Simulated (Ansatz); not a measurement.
Input for Ansatz (plane-wave DFT, PAW):

```yaml
crystal:
  lattice:
    - [5.5557316927, 0.0, 0.0]
    - [0.0, 5.5557316927, 0.0]
    - [0.0, 0.0, 23.8927433315]
  atoms:
    - { symbol: F, position: [-0.2033481003, 0.1862103998, 0.6913826143] }
    - { symbol: H, position: [-0.272304951, 0.2848374546, 0.6632395955] }
basis:
  ecutwfc: 420
kpoints:
  mp_grid: { grid: [4, 4, 1] }
hamiltonian:
  xc: pbe
  dispersion: d3bj
scf:
  occupations: { method: gaussian, width: 0.1 }
output:
  forces: true
  eigenvalues: true
  write_density: true
  volumetric_format: npy
efield:
  axis: 3
  dipole_correction: true
  ramp_width: 0.04
```

Run as
```bash
ansatz run input.yaml --threads 4 --pin off --max-ram 10240MiB --backend cpu --events-out ev --progress --plain --runs-dir out
```

Level of theory: DFT PBE+D3(BJ), scalar-relativistic, plane waves, PAW in Ansatz 0.2.0.

From the run's log, abridged:

```
Pseudopotentials: kind: paw
Pseudopotential: F, paw, valence charge 7, recommended cutoff 420 eV (normal)
Pseudopotential: H, paw, valence charge 1, recommended cutoff 420 eV (normal)
Functional definition: PBE
Crystal: 2 atoms, lattice volume = 737.477 Å³
Basis set: ecut = 420 eV, 14403 PW (Γ), exchange–correlation on 80×80×320 points (8 copies of the dense FFT grid, shifted against one another)
Bands: 8, of which v1, the nominal top of the filled ones, is band 4 counted from 1 (3 counted from 0)
Symmetry: 1 space group operations
Space group: P1 (ITA 1), of the structure as read, at distance tolerance 9.0e-5 Å
k-points: 10 of 16 (time reversal used)
Initial density: superposition of atomic densities (neutral atoms: chi_scale 0, normalization atom), corrected by the library's trained network
Initial wavefunctions: pseudopotential atomic-orbital guess
Functional: x = pbe(κ = 0.804, μ = 0.21951497), c = pbe(β = 0.06672455)
SCF iter   1: F=—  HF=-824.185971 eV  |F-HF|=—  |Δ(HF+E_count)|=         —  Δρ=8.40e-4  dr2=7.43e-3  ethr=1.77e-3  p=-0.215 e·Å  D=-5.27e-2 V/Å  ΔV_dip=1.26 eV  dr2_dipole=2.37e-4  V_vac-E_F(+/−)=6.21/4.95 eV  ⟨swp⟩=5.8  Hψ=716  notcnv=0
efield: sawtooth ramp at fractional position 0.1573 (placed from the atoms, in the widest stretch of the axis that holds none; the zero of the levels goes with the place), width 0.0400; the density the first Hamiltonian is built on has a dipole p = -0.215 e·Å; the dipole correction subtracts the counter field D = -5.27e-2 V/Å, which shifts the + side's vacuum level by +1.26 eV against the − side's; the planar-averaged density in the ramp window peaks in size at 1.4e-7 e/Å³
SCF iter   2: F=—  HF=-824.186277 eV  |F-HF|=—  |Δ(HF+E_count)|=   3.07e-4  Δρ=4.22e-4  dr2=1.10e-3  ethr=9.29e-5  p=-0.236 e·Å  D=-5.80e-2 V/Å  ΔV_dip=1.39 eV  dr2_dipole=3.04e-5  V_vac-E_F(+/−)=6.26/4.88 eV  ⟨swp⟩=2.0  Hψ=230  notcnv=0
SCF iter   3: F=—  HF=-824.186665 eV  |F-HF|=—  |Δ(HF+E_count)|=   3.88e-4  Δρ=1.84e-4  dr2=2.47e-4  ethr=1.37e-5  p=-0.244 e·Å  D=-6.00e-2 V/Å  ΔV_dip=1.43 eV  dr2_dipole=8.61e-6  V_vac-E_F(+/−)=6.33/4.90 eV  ⟨swp⟩=2.0  Hψ=148  notcnv=0
SCF iter   4: F=—  HF=-824.186961 eV  |F-HF|=—  |Δ(HF+E_count)|=   2.96e-4  Δρ=4.00e-5  dr2=8.18e-6  ethr=3.09e-6  p=-0.251 e·Å  D=-6.15e-2 V/Å  ΔV_dip=1.47 eV  dr2_dipole=1.07e-7  V_vac-E_F(+/−)=6.35/4.88 eV  ⟨swp⟩=2.0  Hψ=142  notcnv=0
SCF iter   5: F=—  HF=-824.186939 eV  |F-HF|=—  |Δ(HF+E_count)|=   2.27e-5  Δρ=7.17e-6  dr2=2.50e-7  ethr=1.02e-7  p=-0.252 e·Å  D=-6.17e-2 V/Å  ΔV_dip=1.48 eV  dr2_dipole=6.64e-9  V_vac-E_F(+/−)=6.36/4.89 eV  ⟨swp⟩=2.0  Hψ=148  notcnv=0
SCF iter   6: F=-824.186940 eV  HF=-824.186940 eV  |F-HF|=8.80e-9  |Δ(HF+E_count)|=   1.83e-6  Δρ=9.58e-7  dr2=2.20e-9  ethr=1.25e-9  p=-0.252 e·Å  D=-6.18e-2 V/Å  ΔV_dip=1.48 eV  dr2_dipole=9.32e-12  V_vac-E_F(+/−)=6.36/4.89 eV  ⟨swp⟩=10.6  Hψ=583  notcnv=0
SCF 1 converged in 6 iterations: F = -824.186940 eV  dr2 = 2.20e-9
SCF converged after 6 iterations
Free energy (F): -824.186940 eV
Harris-Foulkes:  -824.186940 eV  (|F-HF|=8.80e-9)
Internal energy: -824.186940 eV  (E = F + TS)
E sigma→0 (E₀):  -824.186940 eV
Fermi energy:    -5.483399 eV
Dipole field:    D = -0.061798 V/Å  (p = -0.251861 e·Å, saw-weighted, corrected)
Work function:   Φ+ = 6.3626 eV   Φ− = 4.8861 eV
Levels:          The Fermi level and band energies are counted from a zero that moves with the ramp; work functions are not
--- Per-component energies (eV) ---
  E_band       = -123.305750
  E_kinetic    = 218.103403
  E_local      = -1731.933342  (includes V_loc(G=0)·N_el)
  E_nonlocal   = 74.834596
  E_hartree    = 747.136505
  E_xc         = -87.465787
  E_vxc        = -112.100975  (∫ρ·V_xc dr)
  E_paw        = -200.965848  (= ΣΔE_a)
  E_vpaw       = -66.623460  (= ΣTr[D̂ρ^β])
  E_aug_tail   = 0.000841  (compensation charges beyond the density's cutoff)
  E_efield     = 0.007782  (sawtooth field / dipole correction)
  E_vefield    = 0.140226  (∫n·V_field dr)
  E_ewald      = 156.098976
  E_disp       = -0.004068  (pairwise vdW)
  E_smearing   =  0.000000  (= −TS)
--- Forces (eV/Å), atoms counted from 1 ---
  atom   1  F     -0.31433734     0.45047306    -0.66979236
  atom   2  H      0.31434939    -0.45049841     0.66983825
--- Band table (eV; the first three rows and the last of 10) ---
  k-point 0: bands = ["-29.7183", "-13.1407", "-9.3947", "-9.3904", "-1.5781", "-0.3762", "0.2415", "0.8937"]
  k-point 1: bands = ["-29.7183", "-13.1417", "-9.3978", "-9.3908", "-1.3294", "-0.0769", "0.5375", "1.1126"]
  k-point 2: bands = ["-29.7182", "-13.1426", "-9.4014", "-9.3906", "-0.9293", "0.3961", "0.8195", "0.9285"]
  k-point 9: bands = ["-29.7182", "-13.1429", "-9.4013", "-9.3985", "-0.4479", "1.3874", "1.4521", "1.7521"]
```

The calculation finished and met its thresholds.

The run took 1.3 s on 4 threads of Intel(R) Xeon(R) 6975P-C (Granite Rapids), with other jobs on the host, peak memory 0.79 GiB.